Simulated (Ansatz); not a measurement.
ZrTiO$_{4}$:
```
ZrTiO4
1.0
    4.72509     0.00000     0.00000
    0.00000     5.07586     0.00000
    0.00000     0.00000     5.62780
Zr Ti O
2 2 8
Cartesian
  0.00000   2.53793   2.37637
  2.36254   0.00000   3.25142
  0.00000   0.00000   0.39200
  2.36254   2.53793   5.23579
  3.48205   0.89904   4.92543
  1.24303   4.17682   4.92543
  1.11951   1.63889   0.70237
  3.60557   3.43698   0.70237
  1.33579   1.72389   3.65486
  3.38930   3.35198   3.65486
  3.69833   0.81404   1.97293
  1.02676   4.26182   1.97293
```

PBEsol in the plane-wave PAW code Ansatz gives a gap of 2.78 eV without spin–orbit coupling, maximum on the Γ–Z line, 5 % of the way from Γ, minimum at Γ.

### Question
What happens when spin–orbit coupling is switched on?

### Answer
The gap hardly moves, to 2.78 eV; maximum on the Γ–Z line, 8 % of the way from Γ, minimum on the Y–Γ line, 98 % of the way from Y.

Space group P2_12_12. The workflow started from a Materials Project entry (that database holds measured and hypothetical structures alike); the Crystallography Open Database copy checked does not list it. With Zr and Ti taken as one species the cell has the higher symmetry Pbcn, so it may be an ordered model of a mixed-site phase. Its standing as an ambient phase is unchecked. The cell was relaxed with PBEsol under the symmetry of its start; its stability against distortions is not shown here. No spin polarisation was allowed.

Potentials: the later of the program's two PAW sets.
